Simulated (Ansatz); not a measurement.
Ga₃As₂P, ordered on the zincblende lattice (P3m1) with 6 atoms a cell at its r2SCAN geometry, run in the plane-wave code Ansatz at 2 levels of theory. These are computed values for a spin-unpolarised cell that may be hypothetical; none is a measurement.

The r2SCAN input:
```yaml
crystal:
  lattice:
    - [3.9572755277, 0.0, 0.0]
    - [-1.9786377639, 3.4271011368, 0.0]
    - [0.0, 0.0, 9.6817786341]
  atoms:
    - { symbol: P, position: [0.0, 0.0, 0.0001135364] }
    - { symbol: As, position: [0.3333333333, 0.6666666667, 0.3303854677] }
    - { symbol: As, position: [0.6666666667, 0.3333333333, 0.6694581247] }
    - { symbol: Ga, position: [0.3333333333, 0.6666666667, 0.0770846615] }
    - { symbol: Ga, position: [0.6666666667, 0.3333333333, 0.4167669734] }
    - { symbol: Ga, position: [0.0, 0.0, 0.7561912363] }
kpoints:
  mp_grid: { grid: [12, 12, 4] }
  band_path:
    path:
      - [0.0, 0.0, 0.0]
      - [0.5, 0.0, 0.0]
      - [0.3333333333, 0.3333333333, 0.0]
      - [0.0, 0.0, 0.5]
      - [0.5, 0.0, 0.5]
      - [0.3333333333, 0.3333333333, 0.5]
    npoints: 1
hamiltonian:
  xc: r2scan
scf:
  occupations: { method: fixed }
  n_extra_bands: 5
output:
  forces: true
  stress: true
  eigenvalues: true
```

Main results, then, where recorded, the levels near the gap in eV from the Fermi energy (columns number the bands from 0), one row a point of the path (Γ, M, K, A, L, H):
```
Crystal: 6 atoms, lattice volume = 131.304 Å³
Symmetry: 6 space group operations
Space group: P3m1 (ITA 156)
```
```
Basis set: ecut = 500 eV, 3305 PW (Γ)
k-points: 69 of 576 (time reversal used)
SCF 1 converged in 8 iterations: F = -21861.948513 eV  dr2 = 3.17e-8
Free energy (F): -21861.948513 eV
Fermi energy:    7.635176 eV
--- Forces (eV/Å), atoms counted from 1 ---
  atom   1  P       0.00000      0.00000      0.00274
  atom   2  As      0.00000      0.00000      0.00107
  atom   3  As      0.00000      0.00000      0.00152
  atom   4  Ga      0.00000      0.00000    -0.00190
  atom   5  Ga      0.00000      0.00000    -0.00245
  atom   6  Ga      0.00000      0.00000    -0.00097
--- Stress (GPa, compression-positive) ---
       -0.055928       0.000000       0.000000
        0.000000      -0.055928       0.000000
        0.000000       0.000000       0.160299
  P = ⅓ Tr σ = 0.0161 GPa (0.161 kbar)
```
```tsv
band_34	band_35	band_36	band_37	band_38	band_39
-0.081	0.000	0.000	1.305	1.584	1.894
-2.671	-1.847	-1.620	1.728	1.901	2.666
-2.193	-2.053	-2.003	2.519	2.527	2.708
-0.536	-0.264	-0.264	1.428	2.120	2.331
-2.375	-1.242	-1.210	1.497	1.979	2.318
-2.709	-2.555	-2.534	3.931	3.986	4.081
```

With r2SCAN the gap is 1.30 eV and direct, at Γ.

HSE06. Against the first input these blocks differ (the band path and keys that only write files left aside):
```yaml
kpoints:
  mp_grid: { grid: [6, 6, 2] }
hamiltonian:
  xc: hse06
```

```
Basis set: ecut = 420 eV, 2577 PW (Γ)
k-points: 14 of 72 (time reversal used)
SCF 1 stopped early in 5 iterations: F = -21819.148942 eV  dr2 = 1.46e-5
Exchange kernel: α = 0.2500, screened, ω = 0.2079 Å⁻¹, Wigner–Seitz truncation, v(0) = 1046.0026 eV·Å³, q-mesh 6×6×2
SCF 2 stopped early in 8 iterations: F = -21823.741841 eV  dr2 = 1.30e-6
hybrid outer 1: dexx = +3.250e-2 eV, tail = 1.77e-4 eV
SCF 3 converged in 6 iterations: F = -21823.741831 eV  dr2 = 8.30e-10
hybrid outer 2: dexx = +4.433e-6 eV, tail = 9.77e-8 eV, Δε = 2.80e-3 eV, ΔF = 4.32e-3 eV/Å
SCF 4 converged in 2 iterations: F = -21823.741831 eV  dr2 = 6.97e-10
hybrid outer 3: dexx = +2.375e-9 eV, tail = 2.23e-9 eV, Δε = 1.18e-4 eV, ΔF = 8.25e-5 eV/Å
Free energy (F): -21823.741831 eV
Fermi energy:    7.455558 eV
--- Forces (eV/Å), atoms counted from 1 ---
  atom   1  P       0.00000      0.00000      0.01355
  atom   2  As      0.00000      0.00000    -0.00974
  atom   3  As      0.00000      0.00000    -0.00122
  atom   4  Ga      0.00000      0.00000    -0.01095
  atom   5  Ga      0.00000      0.00000      0.00420
  atom   6  Ga      0.00000      0.00000      0.00416
--- Stress (GPa, compression-positive) ---
        0.626583       0.000000       0.000000
        0.000000       0.626583       0.000000
        0.000000       0.000000       0.647076
  P = ⅓ Tr σ = 0.6334 GPa (6.334 kbar)
```
```tsv
band_34	band_35	band_36	band_37	band_38	band_39
-0.086	0.000	0.000	1.703	2.013	2.304
-2.778	-1.932	-1.686	2.048	2.298	3.088
-2.307	-2.134	-2.086	2.915	2.927	3.091
-0.557	-0.265	-0.265	1.839	2.559	2.771
-2.484	-1.292	-1.261	1.900	2.362	2.667
-2.853	-2.665	-2.639	4.445	4.474	4.559
```

With HSE06 the gap is 1.70 eV and direct, at Γ. The mean pressure is +0.6 GPa (compression positive), so HSE06 would enlarge the cell's volume. (The program warns that its thresholds are loose for a hybrid's stress.)

Small level splittings and stresses of the hybrids carry the error of their coarser meshes.

Totals of different functionals can't be compared.

Spin-orbit coupling is left out.
